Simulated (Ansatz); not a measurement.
Rb (bcc, W type)

```xyz
1
Lattice="-2.7875 2.7875 2.7875 2.7875 -2.7875 2.7875 2.7875 2.7875 -2.7875" Properties=species:S:1:pos:R:3 pbc="T T T"
Rb     0.0000     0.0000     0.0000
```

The volume is varied about the relaxed value V₀ at fixed cell shape. Symmetry pins the atoms to their sites.

All values below come from PBEsol (plane waves to 420 eV, PAW, scalar-relativistic; Ansatz, a quantum-chemistry and plane-wave program). k mesh 12×12×12 (Γ-centred), Fermi-Dirac smearing 0.05 eV. E stands for the smeared free energy. Stress and pressure are positive under compression. Rb was relaxed with its symmetry unable to fall. ΔE is measured from the relaxed starting cell.

The scan covers V/V₀ from 0.900 to 1.100 in 11 points.

### Question
What bulk modulus B₀ follows from a third-order Birch-Murnaghan fit?

### Answer
2.9 GPa.

### Question
What is the fitted pressure derivative B₀′?

### Answer
3.7.

(A scan under strain: stresses follow from slopes of the energy per volume, elastic moduli from its curvatures.)
